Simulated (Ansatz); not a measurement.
Given:

AlN:
```
AlN
1.0
    3.08862     0.00000     0.00000
   -1.54431     2.67482     0.00000
    0.00000     0.00000     4.94319
Al N
2 2
Cartesian
  1.54431   0.89161   2.46670
  0.00000   1.78322   4.93829
  1.54431   0.89161   4.35490
  0.00000   1.78322   1.88330
```

This is the LDA-relaxed structure. Cartesian axes are those of the cell as given.

Problem. All from LDA (plane waves, PAW; program Ansatz), unless another level is named. Give the bulk modulus (Birch–Murnaghan fit).

Solution. 210 GPa.

Problem. And the piezoelectric stress constants (proper, relaxed ions, C/m²)?

Solution. e15 = e24 = -0.36, e31 = e32 = -0.67, e33 = 1.67.

Space group P6_3mc (wurtzite). The LDA relaxation kept the symmetry of its start; phonons on a q-mesh show no instability.

Potentials: the earlier of the program's two PAW sets.
